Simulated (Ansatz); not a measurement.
**Energy and pressure of CoSi$_{3}$ against volume, without spin**

Computed with DFT PBEsol, scalar-relativistic, plane waves, PAW in Ansatz 0.2.0.

```
CELL_PARAMETERS angstrom
0.00000 2.97597 2.97597
2.97597 0.00000 2.97597
2.97597 2.97597 0.00000
ATOMIC_POSITIONS crystal
Si 0.25000 0.25000 0.25000
Si 0.75000 0.75000 0.75000
Si 0.50000 0.50000 0.50000
Co 0.00000 0.00000 0.00000
```

The plane-wave cutoff is 420 eV, the Γ-centred k-mesh is 12×12×12 and the occupation rule is Gaussian smearing, 0.1 eV. The spin treatment is unpolarised.

The cell is scaled evenly at fixed fractional positions, V₀ being the volume of the cell shown; start: no spin polarisation. Energies are extrapolated to zero smearing. A spin-polarised state can lie lower, at larger volumes above all.

```csv
V/V₀,E above lowest (meV/atom),P (GPa)
1.000,0.0,-7.4
1.057,47.8,-12.9
1.132,143.7,-17.7
1.226,296.1,-21.2
```

Cost: 4 runs of about 0.7 core-minutes in all, on Arm Neoverse N1 (shared hosts).